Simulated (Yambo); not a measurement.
G0W0@LDA for BeS (zinc blende, space group F-43m, No. 216) in Yambo. Reference settings: 6×6×6 Γ-centred k mesh, bands 2 to 62 and a 10 Ry block in the screening, 62 bands in G with the Bruneval-Gonze terminator, plasmon pole fitted at 27.2 eV. The LDA gap Γ → X on this mesh is 2.83 eV; G0W0 gaps are taken between the same points.

The settings were changed. The gap went from 4.55 eV to 4.49 eV, and the shift of the valence edge from -1.17 eV to -1.10 eV.

### Question
What was changed between the two runs?
A) 39 bands in G, no terminator
B) 8 Ry block
C) no random integration
D) pole fitted at 10 eV

### Answer
B, 8 Ry block. The others gave (gap, valence shift): 39 bands in G, no terminator: 4.46, -0.93 eV; pole fitted at 10 eV: 4.51, -1.02 eV; no random integration: 4.50, -0.98 eV.

Geometry relaxed with LDA; primitive cell a = 3.3913 Å, b = 3.3913 Å, c = 3.3913 Å, α = 60.00°, β = 60.00°, γ = 60.00°.

A shift is the quasiparticle energy of the state minus its LDA energy.
